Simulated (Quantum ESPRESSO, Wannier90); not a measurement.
# Wannierisation of Mg2Si (Fm-3m)

```xyz
3
Lattice="0.0000 3.1698 3.1698 3.1698 0.0000 3.1698 3.1698 3.1698 0.0000" Properties=species:S:1:pos:R:3 pbc="T T T"
Mg     1.5849     1.5849     1.5849
Mg    -1.5849    -1.5849    -1.5849
Si     0.0000     0.0000     0.0000
```

Structure: Materials Project mp-1367, symmetrised, not relaxed again. COD (Crystallography Open Database) has an entry of this formula and space group (matched by these alone). Method: PBEsol plane waves in Quantum ESPRESSO 7.5 (PseudoDojo norm-conserving files, 68 Ry, no spin polarisation, no spin-orbit coupling), Bloch states on a 8×8×8 mesh through Γ, Wannier90 4.0.1. Density: 8×8×8 mesh, cold smearing 0.01 Ry. The gap is small at this level and was sampled on the meshes and a path alone.

Base run: 12 functions from bands 9-29 of the 29 computed, start hydrogen-like Mg: s;p; Si: s;p, frozen window up to 1.62 eV relative to the valence-band maximum, outer window open. Its settings: num_cg_steps = 5, trial_step = 2 and dis_mix_ratio = 0.5 (the program's defaults), conv_tol = 1.0e-6 over 4 steps, num_iter = 800, dis_conv_tol = 1.0e-6, dis_num_iter = 1000. One of them is changed at a time.

```json
[
 {"run": "base", "disentanglement steps": "211", "localisation steps": "288", "Ω_I (Å²)": "21.171", "Ω_total (Å²)": "24.628", "ended": "converged"},
 {"run": "trial_step = 0.5", "disentanglement steps": "211", "localisation steps": "281", "Ω_I (Å²)": "21.171", "Ω_total (Å²)": "24.628", "ended": "converged"},
 {"run": "fixed_step = 2.0", "disentanglement steps": "211", "localisation steps": "800", "Ω_I (Å²)": "21.171", "Ω_total (Å²)": "34.073", "ended": "step limit"},
 {"run": "dis_mix_ratio = 1.0", "disentanglement steps": "79", "localisation steps": "263", "Ω_I (Å²)": "21.171", "Ω_total (Å²)": "24.652", "ended": "converged"}
]
```
